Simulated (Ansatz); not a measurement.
LaN (zinc blende, F-43m), DFT-r²SCAN in the program Ansatz with PAW potentials. The conduction-band minimum lies at Γ, with 1 equivalent valley. Second derivatives d²E/dk² of the lowest band at one valley (eV·Å²), along Cartesian directions:

| direction | d²E/dk² |
|---|---|
| [100] | 18.87 |
| [010] | 18.87 |
| [001] | 18.87 |
| [110] | 18.87 |
| [101] | 18.87 |
| [011] | 18.87 |

Find the principal effective masses, the density-of-states mass and the conductivity mass.

Off-diagonal terms follow from H_xy = H[110] − (H_xx + H_yy)/2, and m*/mₑ = 7.620 eV·Å² over each eigenvalue: 0.40, 0.40, 0.40. One valley's DOS mass (m₁m₂m₃)^(1/3) = 0.40, conductivity mass 3/(Σ 1/mᵢ) = 0.40 mₑ.

What effective density of states Nc follows at 300 K for parabolic valleys?

Nc = 2.509e19 × 1 × (0.40)^(3/2) ≈ 6.3e18 cm⁻³.

The start of the workflow was typed in or built on a structure type; neither database checked (COD, Materials Project) lists it. COD files the formula under space group No. 225, so this cell is another polymorph or a model. Its standing as an ambient phase is unchecked. The cell was relaxed with r²SCAN under the symmetry of its start; whether a distortion lowers the energy is not shown. Scalar-relativistic: spin–orbit coupling is off unless named, which matters more the heavier the elements.

Potentials: the later of the program's two PAW sets.

Edges and masses are those of Kohn–Sham bands, whose gap is no quasiparticle gap.
